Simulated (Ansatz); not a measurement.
Input:

YSi:
```
CELL_PARAMETERS angstrom
      3.53797     0.00000     0.00000
      0.00000     3.53797     0.00000
      0.00000     0.00000     3.53797
ATOMIC_POSITIONS crystal
  Y  0.00000 0.00000 0.00000
  Si 0.50000 0.50000 0.50000
```

This is the PBE-relaxed structure.

All from plane-wave PAW PBE (Ansatz code), unless another level is named. Give the highest zone-centre frequency.

24.5 meV.

Next, the bulk modulus (Birch–Murnaghan fit)?

73.6 GPa.

Space group Pm-3m (CsCl type). A made-up cell: these elements were put on the sites of a structure type; neither database checked (COD, Materials Project) lists it. Whether it is the stable phase at ambient conditions was not checked. Symmetry was held in the PBE relaxation. At this level the phase is mechanically unstable. The run is not spin-polarised.

Potentials: the later of the program's two PAW sets.
